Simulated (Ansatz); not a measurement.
## Fermi surface of AlRu (Pm-3m)

```
Al Ru
1.0
     2.97651    0.00000    0.00000
     0.00000    2.97651    0.00000
     0.00000    0.00000    2.97651
Al Ru
1 1
Cartesian
  0.0000 0.0000 0.0000
  1.4883 1.4883 1.4883
```

Level of theory, where no other is named: PBEsol, all-electron LAPW in Ansatz 0.2.0, with spin-orbit coupling. k mesh 14×14×14, fine mesh 14×14×14, Fermi-Dirac smearing of 0.050 eV, basis error target 1 meV/atom. The cell was relaxed by PAW under this functional.

Levels and slopes are solved on a 14×14×14 mesh, and each state is taken as quadratic over its cell.

Question: What is the density of states at the Fermi level, and which bare Sommerfeld coefficient follows?

Answer: N(E_F) = 0.794 states/eV/atom (both spins), so γ = (π²/3) k_B² N(E_F) = 1.87 mJ/(mol-atom K²) without electron-phonon or spin-fluctuation enhancement.

Question: What Drude plasma energy and σ/τ do the band velocities give?

Answer: (ħω_p,α)² = (e²/ε₀VN_k) Σ_nkσ (∂E/∂k_α)² δ(E − E_F) gives ħω_p = (8.07, 8.07, 8.07) eV along x, y, z, and σ/τ = ε₀ω_p² = 13.3×10²⁰ Ω⁻¹m⁻¹s⁻¹ along x. Weighted by the density of states, the mean Fermi speed is 0.573×10⁶ m/s; the surface has an area of 28.2 Å⁻² for each spin direction.

Question: Which bands cross the Fermi level, and what do they carry?

Answer: 

```json
{"band": "1", "filled part": "0.97", "N (states/eV/cell)": "0.0553", "speed (10⁶ m/s)": "0.69", "5th to 95th percentile": "0.21 to 1.16", "area (Å⁻²)": "2.36", "filling": "nearly full"}
{"band": "2", "filled part": "0.97", "N (states/eV/cell)": "0.0553", "speed (10⁶ m/s)": "0.69", "5th to 95th percentile": "0.21 to 1.16", "area (Å⁻²)": "2.36", "filling": "nearly full"}
{"band": "3", "filled part": "0.89", "N (states/eV/cell)": "0.158", "speed (10⁶ m/s)": "0.699", "5th to 95th percentile": "0.15 to 1.07", "area (Å⁻²)": "6.81", "filling": "partly filled"}
{"band": "4", "filled part": "0.89", "N (states/eV/cell)": "0.158", "speed (10⁶ m/s)": "0.699", "5th to 95th percentile": "0.15 to 1.07", "area (Å⁻²)": "6.81", "filling": "partly filled"}
{"band": "5", "filled part": "0.63", "N (states/eV/cell)": "0.581", "speed (10⁶ m/s)": "0.528", "5th to 95th percentile": "0.28 to 1.01", "area (Å⁻²)": "19", "filling": "partly filled"}
{"band": "6", "filled part": "0.63", "N (states/eV/cell)": "0.581", "speed (10⁶ m/s)": "0.528", "5th to 95th percentile": "0.28 to 1.01", "area (Å⁻²)": "19", "filling": "partly filled"}
```

Question: Map the plane k₃ = 1/2 of the mesh: how many bands lie under the Fermi level at each point, counted from the least on the plane?

Answer: k₁ runs to the right and k₂ upwards, each from −½ to ½ with 0 in the middle (the axes needn't be at right angles):
```
00022266622200
00244466644420
22444666664442
22444666664442
22466664666642
66666644466666
66666444446666
66666644466666
22466664666642
22444666664442
22444666664442
00244466644420
00022266622200
00022266622200
```

Question: What does PAW give for the same cell?

Answer: N(E_F) = 0.794 states/eV/atom and ħω_p,x = 8.07 eV.

Question: And without spin-orbit coupling?

Answer: N(E_F) = 0.794 states/eV/atom and ħω_p,x = 7.96 eV, on a 20×20×20 mesh.

Known limits: these sums move with the mesh, by several per cent and more for small sheets; the frozen-core PAW files of the compared runs were fitted under PBE, their cores solved anew for this functional.
